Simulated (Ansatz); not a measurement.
Ba3PbO (anti-perovskite)

```
CELL_PARAMETERS angstrom
      5.41311     0.00000     0.00000
      0.00000     5.41311     0.00000
      0.00000     0.00000     5.41311
ATOMIC_POSITIONS crystal
  Ba 0.50000 0.00000 0.50000
  Ba 0.00000 0.50000 0.50000
  Ba 0.50000 0.50000 0.00000
  Pb 0.00000 0.00000 0.00000
  O  0.50000 0.50000 0.50000
```

The slice is a {110} plane (indices of the conventional cell) through the point (0.000, 0.000, 0.000) (fractional), spanned by u = [100] and v = [011] in vectors of this cell: u (5.41 Å) and v (7.66 Å, at 90° to u). It covers one period; positions are fractions (u, v).

The numbers are results of PBEsol (plane waves to 420 eV, PAW, scalar-relativistic; Ansatz, a first-principles code), not measurements. k mesh 9×9×9. Near the nuclei the fields are pseudised (PAW); where an atom keeps semicore shells as valence, they peak there. At this level the bands of Ba3PbO touch or barely overlap. Ba3PbO was relaxed with its symmetry unable to fall. Spin-orbit coupling is left out, though Pb is heavy.

Sketch the electron localisation function (ELF) on this plane as a map.


| v \ u | 0.00 | 0.14 | 0.29 | 0.43 | 0.57 | 0.71 | 0.86 |
|---|---|---|---|---|---|---|---|
| 0.90 | 0.34 | 0.38 | 0.51 | 0.18 | 0.18 | 0.51 | 0.38 |
| 0.80 | 0.47 | 0.52 | 0.29 | 0.04 | 0.04 | 0.29 | 0.52 |
| 0.70 | 0.17 | 0.10 | 0.06 | 0.07 | 0.07 | 0.06 | 0.10 |
| 0.60 | 0.85 | 0.80 | 0.11 | 0.76 | 0.76 | 0.11 | 0.80 |
| 0.50 | x | 0.85 | 0.16 | x | x | 0.16 | 0.85 |
| 0.40 | 0.85 | 0.80 | 0.11 | 0.76 | 0.76 | 0.11 | 0.80 |
| 0.30 | 0.17 | 0.10 | 0.06 | 0.07 | 0.07 | 0.06 | 0.10 |
| 0.20 | 0.47 | 0.52 | 0.29 | 0.04 | 0.04 | 0.29 | 0.52 |
| 0.10 | 0.34 | 0.38 | 0.51 | 0.18 | 0.18 | 0.51 | 0.38 |
| 0.00 | x | 0.34 | 0.50 | 0.37 | 0.37 | 0.50 | 0.34 |

Values: electron localisation function (ELF). Points within 0.5 Å of a nucleus are blanked (x), as the pseudised field means little there.
